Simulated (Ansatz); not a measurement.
Calculated 27Al NMR of the central transition for Sr4Al6MoO16

Cell: a computed structure from the Materials Project (it need not be an observed phase), taken as it stands.

Space group I-4m2 (No. 119); a = 9.5101, c = 9.6908 Å.

| site | Wyckoff | site symmetry | x | y | z |
| --- | --- | --- | --- | --- | --- |
| Sr | 8h | ..2 | 0.7414 | 0.2414 | 0.2500 |
| Al5 | 8i | .m. | 0.2483 | 0.5000 | 0.0036 |
| Al6 | 2c | -4m2 | 0.0000 | 0.5000 | 0.2500 |
| Al8 | 2d | -4m2 | 0.5000 | 0.0000 | 0.2500 |
| Mo | 2a | -4m2 | 0.0000 | 0.0000 | 0.0000 |
| O12 | 8i | .m. | 0.8367 | 0.5000 | 0.1644 |
| O13 | 8i | .m. | 0.5000 | 0.1543 | 0.1523 |
| O14 | 8g | ..2 | 0.8394 | 0.1606 | 0.5000 |
| O24 | 8i | .m. | 0.8459 | 0.0000 | 0.1083 |

One atom of each set is listed; the run and its k-mesh use a cell of 27 atoms with edges of 8.29, 8.29, 8.29 Å.

Computed with Ansatz: DFT, PBE, plane waves and PAW, scalar-relativistic, 420 eV cutoff, Γ-centred 3×3×3 k-points, Fermi–Dirac smearing 0.02 eV.

27Al has I = 5/2 and Q = 146.6 mb (Pyykkö 2018); at 9.4 T its Larmor frequency is ν₀ = 104.4 MHz. Only the quadrupole interaction is simulated: positions count from each site's isotropic chemical shift, and J coupling is left out, as are shift anisotropy and dipolar coupling, which fast spinning averages.

Problem. What does the 27Al spectrum (fast magic-angle spinning) show for each site?

Solution. 

```csv
site,first shell,C_Q (MHz),η,P_Q (MHz),δ_QIS (ppm),breadth (kHz)
Al5,4 O at 1.76 Å,6.01,0.07,6.01,-19.9,4.55
Al6,4 O at 1.76 Å,7.63,0.00,7.63,-32.1,7.17
Al8,4 O at 1.75 Å,1.29,0.00,1.29,-0.915,0.205
```

δ_QIS = −(ν_Q²/30ν₀²)[I(I+1) − 3/4](1 + η²/3) × 10⁶ ppm with ν_Q = 3|C_Q|/[2I(2I−1)]; it falls as 1/B₀² in ppm, and the breadth as 1/B₀ in kHz.

An axis of threefold or higher order runs through Al6 and Al8, so V_zz lies along it and η is zero.

The largest force is 0.8 eV/Å, so the atoms aren't at the calculated equilibrium and relaxing them would move these values.

Hardware: 1 thread of Intel Xeon Platinum 8488C (Sapphire Rapids) (x86_64; 2 cores open to the job, memory cap 2.5 GiB, no GPU), a shared host with a load of 0.5 a core. Wall time 38 s, CPU time 38 s, peak memory 0.87 GiB.
